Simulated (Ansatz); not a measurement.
**Trajectory cell O32Mg14Zn18 of rocksalt MgO alloyed with ZnO**

Theory: Ansatz 0.2.0, DFT, PBEsol, PAW, plane waves.

Command:

```sh
ansatz run in.yaml --threads 8 --pin off --max-ram 118750MiB --runs-dir r --events-out ev --progress --plain --backend cuda --devices 0,
```

The input less its lattice and atoms:

```yaml
accuracy: low
kpoints:
  mp_grid: { grid: [1, 1, 1] }
hamiltonian:
  xc: pbesol
scf:
  occupations: { method: fermi_dirac, width: 0.1 }
md:
  ensemble: nvt_langevin
  timestep: 2.5
  n_steps: 240
  temperature: 600
  temperature_schedule: [{ n_steps: 120, end_temperature: 600 }, { n_steps: 120, end_temperature: 600 }]
  friction: 0.02
  initial_velocities: maxwell_boltzmann
  seed: 1
```

Start:

```xyz
64
Lattice="8.5121 0.0000 0.0000 0.0000 8.5121 0.0000 0.0000 0.0000 8.5121" Properties=species:S:1:pos:R:3 pbc="T T T"
O     2.1237    8.5018    8.5099
O     2.1273    0.0124    4.2366
O     2.1207    4.2203    0.0088
O     2.1375    4.2441    4.2681
O     6.3849    0.0186    0.0008
O     6.3876    8.5090    4.2511
O     6.3622    4.2549    0.0066
O     6.3593    4.2811    4.2598
O     8.4703    2.1590    8.4910
O     0.0071    2.1375    4.2423
O     8.4947    6.3631    0.0206
O     8.5066    6.3623    4.2683
O     4.2604    2.1516    8.5031
O     4.2580    2.1316    4.2765
O     4.2253    6.3972    0.0321
O     4.2732    6.3706    4.2428
O     0.0023    8.4760    2.1172
O     8.4972    0.0113    6.3568
O     8.4892    4.2803    2.0846
O     0.0087    4.2712    6.3682
O     4.2553    8.4933    2.1047
O     4.2706    0.0041    6.3762
O     4.2585    4.2556    2.1294
O     4.2528    4.2431    6.3539
O     2.1268    2.1506    2.1201
O     2.1216    2.1351    6.3952
O     2.1133    6.3764    2.0745
O     2.1264    6.3839    6.3690
O     6.4163    2.1108    2.1427
O     6.4137    2.1345    6.3861
O     6.3744    6.3547    2.1219
O     6.3739    6.3917    6.3792
Mg    8.5022    8.4818    8.5093
Mg    0.0239    0.0110    4.2452
Mg    8.4996    4.2659    8.4923
Mg    8.5021    4.2534    4.2914
Mg    4.2774    4.2514    4.2689
Mg    2.1172    2.1135    4.2570
Mg    2.1149    6.4079    8.4914
Mg    6.4224    2.1338    4.2599
Mg    2.1128    0.0035    2.1614
Mg    2.0829    4.2572    6.3634
Mg    6.3775    8.5081    2.1080
Mg    6.4204    8.4880    6.3870
Mg    8.4890    6.3530    2.1293
Mg    4.2506    6.3672    6.3813
Zn    4.2333    0.0033    0.0458
Zn    4.2485    0.0078    4.2838
Zn    4.2284    4.2646    8.5035
Zn    2.1172    2.1366    8.4839
Zn    2.1057    6.3632    4.2640
Zn    6.3936    2.1235    0.0128
Zn    6.3840    6.4539    8.4858
Zn    6.4005    6.3903    4.2615
Zn    2.0812    8.4957    6.3661
Zn    2.1528    4.2425    2.1335
Zn    6.3593    4.2284    2.1571
Zn    6.3910    4.2656    6.3890
Zn    8.4780    2.1388    2.0982
Zn    8.5091    2.1427    6.4359
Zn    8.4815    6.4045    6.3736
Zn    4.2794    2.1373    2.1270
Zn    4.2304    2.0906    6.4045
Zn    4.2713    6.3885    2.1444
```

Some of the steps:

```tsv
step	free energy without the kinetic part, less step 39 (eV)	temperature (K)	largest force component (eV/Å)
39	0.000	496	2.29
79	-0.426	551	2.33
119	-0.102	639	2.43
159	-0.037	571	2.15
199	0.581	680	2.67
239	0.492	673	2.22
```

Structure at step 159 of the program's count:

```xyz
64
Lattice="8.5121 0.0000 0.0000 0.0000 8.5121 0.0000 0.0000 0.0000 8.5121" Properties=species:S:1:pos:R:3 pbc="T T T"
O     1.9787    0.0162    8.3926
O     2.0586    8.3704    4.1367
O     1.9656    4.2742    8.4123
O     2.1509    4.1234    4.3552
O     6.3174    8.4805    8.4846
O     6.3683    0.0940    4.1372
O     6.3306    4.1877    8.3937
O     6.2947    4.2810    4.3178
O     8.4219    2.1262    8.4254
O     0.0124    2.2491    4.2273
O     0.0607    6.3670    8.4794
O     8.4440    6.4196    4.2063
O     4.1344    2.1780    8.4341
O     4.2943    2.1740    4.2369
O     4.1308    6.4807    0.0677
O     4.1279    6.4417    4.3822
O     8.4555    8.4178    1.9312
O     8.2886    0.0764    6.3658
O     8.4981    4.1989    2.2883
O     8.4920    4.2917    6.4739
O     4.0558    8.2718    2.2134
O     4.1578    0.0473    6.2869
O     4.1213    4.2339    2.1754
O     4.0367    4.4143    6.4407
O     2.0475    2.0545    2.1856
O     2.1648    2.0536    6.3366
O     2.0653    6.4140    2.0501
O     2.1578    6.3209    6.3995
O     6.3138    2.1688    2.0184
O     6.4651    2.0132    6.3807
O     6.4229    6.3616    1.9834
O     6.2530    6.4755    6.2449
Mg    8.4567    0.0467    8.4896
Mg    8.4210    8.3937    4.1330
Mg    0.0612    4.1955    0.0550
Mg    8.3946    4.4331    4.5133
Mg    4.3083    4.1460    4.3749
Mg    2.1078    2.1263    4.3290
Mg    2.0440    6.4530    0.0012
Mg    6.3780    2.1716    4.2063
Mg    2.0614    8.4446    2.0680
Mg    2.0878    4.3816    6.4792
Mg    6.3788    0.0743    1.9738
Mg    6.2848    8.4488    6.2947
Mg    0.0805    6.3868    2.1032
Mg    4.1218    6.3615    6.3990
Zn    4.1775    0.0575    0.0485
Zn    4.3115    8.5060    4.2028
Zn    4.2327    4.2732    8.4618
Zn    2.0299    2.1384    8.3572
Zn    2.1644    6.2307    4.1281
Zn    6.3019    2.0804    8.4534
Zn    6.2048    6.4357    8.4187
Zn    6.3215    6.4477    4.1277
Zn    2.2161    8.4250    6.3812
Zn    2.0511    4.1589    2.1075
Zn    6.5728    4.2165    2.0633
Zn    6.3159    4.1772    6.3535
Zn    0.0010    2.1320    2.1937
Zn    0.0837    2.0229    6.2780
Zn    8.2189    6.5679    6.4649
Zn    4.1788    2.2365    2.1394
Zn    4.2754    2.1449    6.3302
Zn    4.1137    6.3599    2.1296
```

End:

```xyz
64
Lattice="8.5121 0.0000 0.0000 0.0000 8.5121 0.0000 0.0000 0.0000 8.5121" Properties=species:S:1:pos:R:3 pbc="T T T"
O     1.9282    0.2207    0.0648
O     2.1376    0.2439    4.2767
O     1.9569    4.3697    0.0897
O     1.9741    4.4091    4.2710
O     6.4751    0.1940    0.1517
O     6.2444    0.1401    4.3623
O     6.1550    4.2281    0.1513
O     6.2627    4.4534    4.2601
O     8.4128    2.2545    0.0942
O     8.3959    2.2599    4.1618
O     8.3678    6.4080    0.1334
O     8.4351    6.7015    4.3802
O     4.0131    2.1553    8.4843
O     4.1374    2.3680    4.3093
O     4.1452    6.4964    0.0261
O     4.1781    6.4620    4.4552
O     0.1908    0.0619    2.2473
O     8.4731    0.1218    6.3558
O     8.4195    4.3366    2.1161
O     8.2538    4.1261    6.4774
O     4.0169    0.0058    2.1026
O     4.1182    0.0952    6.3836
O     4.1254    4.3297    2.1174
O     4.0891    4.4374    6.2900
O     2.0828    2.2570    2.1707
O     1.8838    2.2629    6.3453
O     2.0963    6.4211    2.1722
O     1.9829    6.4142    6.6096
O     6.2073    2.2313    2.2077
O     6.3742    2.2394    6.1401
O     6.4128    6.6515    2.2513
O     6.4265    6.5344    6.4930
Mg    8.3297    0.1048    8.5000
Mg    8.4592    0.1570    4.2839
Mg    8.3218    4.2030    0.2080
Mg    8.3887    4.3617    4.2183
Mg    4.1222    4.5447    4.3799
Mg    2.0809    2.3029    4.3085
Mg    1.8847    6.4703    0.1751
Mg    6.2479    2.3675    4.1795
Mg    2.1443    0.2065    2.2102
Mg    1.9394    4.4467    6.5160
Mg    6.3216    0.0731    2.1391
Mg    6.1635    0.1662    6.2888
Mg    8.4641    6.5162    2.1779
Mg    4.1336    6.3611    6.5715
Zn    3.9758    0.0245    0.0386
Zn    4.2541    0.1472    4.4511
Zn    3.9545    4.3093    0.2588
Zn    1.9435    2.3393    0.0920
Zn    2.0785    6.5661    4.3127
Zn    6.2379    2.2531    8.4004
Zn    6.1726    6.4632    8.4564
Zn    6.3385    6.5894    4.3638
Zn    1.9523    0.2240    6.4383
Zn    1.8505    4.3676    2.0648
Zn    6.2587    4.5206    2.1710
Zn    6.1436    4.3559    6.3476
Zn    8.2760    2.0793    2.1813
Zn    8.4324    2.1627    6.4148
Zn    8.4966    6.3629    6.4893
Zn    4.0591    2.2786    2.3043
Zn    4.2058    2.2641    6.4144
Zn    4.1453    6.5277    2.1124
```

The run ended as planned.

Time: 84 s of wall time on one NVIDIA GB300 with 8 processor threads, on a host shared with other runs; peak host memory 1.9 GiB.
